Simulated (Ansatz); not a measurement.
SnO$_{2}$ (rutile)

```yaml
crystal:
  lattice:
    - [4.82756, 0.00000, 0.00000]
    - [0.00000, 4.82756, 0.00000]
    - [0.00000, 0.00000, 3.23791]
  atoms:
    - { symbol: Sn, position: [0.00000, 0.00000, 0.00000] }
    - { symbol: Sn, position: [0.50000, 0.50000, 0.50000] }
    - { symbol: O, position: [0.30660, 0.30660, 0.00000] }
    - { symbol: O, position: [0.80660, 0.19340, 0.50000] }
    - { symbol: O, position: [0.19340, 0.80660, 0.50000] }
    - { symbol: O, position: [0.69340, 0.69340, 0.00000] }
```

In this cell atom 5 (O, nearest neighbour Sn at 2.089 Å; its periodic images, 3.2 Å or more away, move with it) is moved by s along Cartesian [111], unit vector (0.577, 0.577, 0.577); all other atoms and the cell stay fixed.

All values below come from PBE (plane waves to 420 eV, PAW, scalar-relativistic; Ansatz, a quantum-chemistry and plane-wave program). k mesh 6×6×8 (Γ-centred), Fermi-Dirac smearing 0.05 eV. F∥ is the force on the atom along that direction. SnO2 was relaxed with its symmetry unable to fall. The PAW data are Ansatz's earlier set. 

```json
[
 {"s (Å)": "-0.420", "F∥ (eV/Å)": "2.450"},
 {"s (Å)": "-0.336", "F∥ (eV/Å)": "2.004"},
 {"s (Å)": "-0.252", "F∥ (eV/Å)": "1.530"},
 {"s (Å)": "-0.168", "F∥ (eV/Å)": "1.034"},
 {"s (Å)": "-0.084", "F∥ (eV/Å)": "0.521"},
 {"s (Å)": "0.000", "F∥ (eV/Å)": "0.000"},
 {"s (Å)": "0.084", "F∥ (eV/Å)": "-0.521"},
 {"s (Å)": "0.168", "F∥ (eV/Å)": "-1.034"},
 {"s (Å)": "0.252", "F∥ (eV/Å)": "-1.530"},
 {"s (Å)": "0.336", "F∥ (eV/Å)": "-2.004"},
 {"s (Å)": "0.420", "F∥ (eV/Å)": "-2.450"}
]
```

Question: What is the force constant k = d²E/ds² of this move at s = 0?

Answer: 6.22 eV/Å². The forces along the line at the two nearest points give (0.521 − (-0.521)) / (2·0.084) = 6.20 eV/Å²; the next pair corrects for the finite step.

(A displaced cell: forces are minus the slopes of the energy, force constants its curvatures, and phonons follow from these.)
